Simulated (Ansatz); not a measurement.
## Mg2FeH6: do energies and stresses tell the same story?

Theory: Ansatz, DFT r2SCAN, scalar-relativistic, plane waves, PAW.

Cutoff 500 eV; k points 8×8×8 on the computed 9-atom cell (Γ-centred); Gaussian smearing, width 0.02 eV; no spin polarisation.

Relaxed cell: Fm-3m, a = 6.359 Å, b = 6.359 Å, c = 6.359 Å, α = 90.00°, β = 90.00°, γ = 90.00°, 9 atoms in the primitive cell. Whether it is the stable form of this composition wasn't checked.

Energies at zero smearing and pressures from the stress tensor, at volumes with shape and atoms relaxed:
| V (Å³/atom) | E − E(first) (meV/atom) | P (GPa) |
| --- | --- | --- |
| 6.714 | 0.00 | 5.93 |
| 6.929 | -5.75 | 2.75 |
| 7.143 | -7.55 | -0.01 |
| 7.357 | -5.91 | -2.39 |
| 7.572 | -1.30 | -4.45 |

Q: Check P = −dE/dV between neighbouring volumes, and get the bulk modulus from the pressures alone.

A: With 1 eV/Å³ = 160.2 GPa:
| middle V (Å³/atom) | −ΔE/ΔV (GPa) | mean P (GPa) |
| --- | --- | --- |
| 6.822 | 4.302 | 4.341 |
| 7.036 | 1.342 | 1.370 |
| 7.250 | -1.226 | -1.199 |
| 7.464 | -3.443 | -3.420 |

The two differ by 0.04 GPa at most. The mean of two end pressures misses the average over a step by about ΔV² P″/12, up to 0.04 GPa here; with that taken off 0.01 GPa remains. Around V = 7.143 Å³/atom, the two neighbours give B = −V ΔP/ΔV = 7.143 × 5.14 / 0.429 = 85.6 GPa, against B0 = 85.3 GPa from the Birch–Murnaghan fit of the energies.

A ferromagnetic start lost its moments in a first run, so spin was left out; other magnetic orders weren't tried.